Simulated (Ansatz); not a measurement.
ScPt3 (Cu3Au type)

```yaml
crystal:
  lattice:
    - [3.97826, 0.00000, 0.00000]
    - [0.00000, 3.97826, 0.00000]
    - [0.00000, 0.00000, 3.97826]
  atoms:
    - { symbol: Sc, position: [0.00000, 0.00000, 0.00000] }
    - { symbol: Pt, position: [0.50000, 0.50000, 0.00000] }
    - { symbol: Pt, position: [0.00000, 0.50000, 0.50000] }
    - { symbol: Pt, position: [0.50000, 0.00000, 0.50000] }
```

Equation-of-state scan: isotropic scaling of the cell above, V₀ being its volume. Symmetry pins the atoms to their sites.

Computed with r2SCAN (plane waves to 500 eV, PAW, scalar-relativistic; Ansatz, a program for electronic structure). k mesh 12×12×12 (Γ-centred), Fermi-Dirac smearing 0.05 eV. Stress and pressure are positive under compression. ScPt3 is run without spin polarisation. ScPt3 was relaxed with its symmetry unable to fall. Spin-orbit coupling is left out, though Pt is heavy.

At one point of the scan the stress tensor (GPa) is:

```
  -13.8      0.0      0.0
    0.0    -13.8      0.0
    0.0      0.0    -13.8
```

Which point is it?
A) V/V₀ = 1.020
B) V/V₀ = 1.060
C) V/V₀ = 1.100
D) V/V₀ = 1.080

D, V/V₀ = 1.080

(A scan under strain: stresses follow from slopes of the energy per volume, elastic moduli from its curvatures.)
